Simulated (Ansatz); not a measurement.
Ansatz (a program for electronic structure) input:

Ansatz 0.2 input:
```yaml
crystal:
  lattice:
    - [3.999330288, 0.0, 0.0]
    - [0.0, 3.999330288, 0.0]
    - [0.0, 0.0, 6.0611842577]
  atoms:
    - { symbol: Cu, position: [0.0, 0.0, 0.0] }
    - { symbol: Cu, position: [0.5, 0.5, 0.0] }
    - { symbol: Sb, position: [0.5, 0.0, 0.7022517567] }
    - { symbol: Sb, position: [0.0, 0.5, 0.2977482433] }
    - { symbol: Cu, position: [0.5, 0.0, 0.2656179513] }
    - { symbol: Cu, position: [0.0, 0.5, 0.7343820487] }
kpoints:
  mp_grid: { grid: [10, 10, 7] }
hamiltonian:
  xc: r2scan
  pseudopotentials: { kind: paw }
scf:
  occupations: { method: gaussian, width: 0.05 }
checkpoint: { read: metal.run }
output: { bader: true, populations: true }
```

Output (shortened):

```
Pseudopotential: Cu, paw, valence charge 19
Pseudopotential: Sb, paw, valence charge 15
Functional definition: r2SCAN
Crystal: 6 atoms, lattice volume = 96.946 Å³
Basis set: ecut = 500 eV, 2471 PW (Γ), exchange–correlation on 120×120×180 points (64 copies of the dense FFT grid, shifted against one another)
Bands: 64, of which v1, the nominal top of the filled ones, is band 53 counted from 1 (52 counted from 0)
Symmetry: 16 space group operations
Space group: P4/nmm (ITA 129), of the structure as read, at distance tolerance 4.6e-5 Å
k-points: 84 of 700
Stability of the state it starts from, as read at its close in the unpolarized treatment …
iter 1 solved again at ethr=3.70e-8 eV; its pass at ethr=3.10e-3 eV (dr2=3.93e-5 eV) is discarded
SCF iter   1: F=—  HF=-39523.025435 eV  |F-HF|=—  |Δ(HF+E_count)|=         —  Δρ=2.64e-7  dr2=7.45e-11  dr2_τ=1.40e-12  ethr=3.70e-8  ⟨swp⟩=3.6  Hψ=34873  notcnv=0
preconditioner: auto → LDOS
SCF iter   2: F=-39523.025435 eV  HF=-39523.025435 eV  |F-HF|=2.91e-10  |Δ(HF+E_count)|=   8.88e-9  Δρ=5.60e-7  dr2=2.31e-10  dr2_τ=2.46e-12  ethr=1.00e-12  ⟨swp⟩=6.8  Hψ=21518  notcnv=0
SCF 1 converged in 2 iterations: F = -39523.025435 eV  dr2 = 2.31e-10
SCF converged after 2 iterations
Free energy (F): -39523.025435 eV
Harris-Foulkes:  -39523.025435 eV  (|F-HF|=2.91e-10)
Internal energy: -39523.023251 eV  (E = F + TS)
E sigma→0 (E₀):  -39523.024343 eV
Entropy (-TS):   -0.002183 eV (-0.364 meV/atom)
Fermi energy:    14.839261 eV
--- Per-component energies (eV) ---
  E_band       = -1923.239190
  E_kinetic    = 1614.201589
  E_local      = -22279.138488  (includes V_loc(G=0)·N_el)
  E_nonlocal   = 2324.646085
  E_hartree    = 10038.934628
  E_xc         = -588.976060
  E_vxc        = -702.657679  (∫ρ·V_xc dr)
  E_paw        = -15932.383909  (= ΣΔE_a)
  E_vpaw       = -3007.487388  (= ΣTr[D̂ρ^β])
  E_aug_tail   = 0.000575  (compensation charges beyond the density's cutoff)
  E_vtau       = 49.328852  (kinetic-family band-sum trace: ∫τ·v_τ [+ j·A + Jᵃ·Aᵃ] dr)
  E_ewald      = -14700.115313
  E_core_change = -0.192358  (= ΣΔE_core)
  E_smearing   = -0.002183  (= −TS)
  E_closure    =  0.000000  (closes the sum)
  Σ components = -39523.025435   (vs F -39523.025435, Δ=0.00e0)
  [band-id]    e_kinetic+e_local+e_nonlocal+2·e_hartree+e_vxc+e_vpaw+e_augmentation_tail+e_vtau = -1923.237198   (vs E_band -1923.239190, Δ=1.99e-3)
--- Band table (eV; the first three rows and the last of 84) ---
  k-point 0: bands = ["-102.2082", "-102.2061", "-101.8140", "-101.8139", "-58.0843", "-58.0806", "-58.0198", "-58.0198", "-58.0037", "-58.0037", "-57.6570", "-57.6570", "-57.6567", "-57.6567", "-57.6389", "-57.6380", "-15.1753", "-15.1687", "-15.1671", …
  k-point 1: bands = ["-102.2082", "-102.2061", "-101.8140", "-101.8139", "-58.0843", "-58.0806", "-58.0198", "-58.0198", "-58.0037", "-58.0037", "-57.6570", "-57.6570", "-57.6566", "-57.6566", "-57.6389", "-57.6380", "-15.1751", "-15.1686", "-15.1673", …
  k-point 2: bands = ["-102.2082", "-102.2061", "-101.8140", "-101.8139", "-58.0843", "-58.0806", "-58.0198", "-58.0198", "-58.0037", "-58.0037", "-57.6570", "-57.6570", "-57.6566", "-57.6566", "-57.6388", "-57.6380", "-15.1746", "-15.1683", "-15.1678", …
  k-point 83: bands = ["-102.2071", "-102.2071", "-101.8140", "-101.8140", "-58.0830", "-58.0830", "-58.0215", "-58.0215", "-58.0019", "-58.0019", "-57.6576", "-57.6576", "-57.6566", "-57.6566", "-57.6377", "-57.6377", "-15.1714", "-15.1714", "-15.1513", …
--- Löwdin populations: 6 sites ---
  site symbol       q [e]
     0     Cu     18.5275
     1     Cu     18.5275
     2     Sb     15.5503
     3     Sb     15.5503
     4     Cu     18.5653
     5     Cu     18.5653
  spilling = 0.006734 (of n_electrons = 106.000000)
--- Bader charges: 6 sites ---
  site symbol  charge [e]  shift [e]
     0     Cu     -0.0070     0.0017
     1     Cu     -0.0071     0.0017
     2     Sb     -0.0251     0.0029
     3     Sb     -0.0251     0.0029
     4     Cu      0.0322     0.0012
     5     Cu      0.0321     0.0012
  shift: an alarm, by how much a part of what the PAW files miss would move the charge. Where it is large, compare
  with a run on PAW files of another source; a small one proves nothing
  estimated error of the sums over rays = 4.5e-4 e
```

Cost: very roughly 3 core-minutes on shared cores.

The workflow started from an entry of the Crystallography Open Database (COD). Whether it is the stable phase at ambient conditions was not checked. The r²SCAN relaxation kept the symmetry of its start; its stability against distortions is not shown here. The run is not spin-polarised. Scalar-relativistic: spin–orbit coupling is off unless named, which matters more the heavier the elements.

Potentials: the later of the program's two PAW sets.

Ansatz is a plane-wave DFT program.
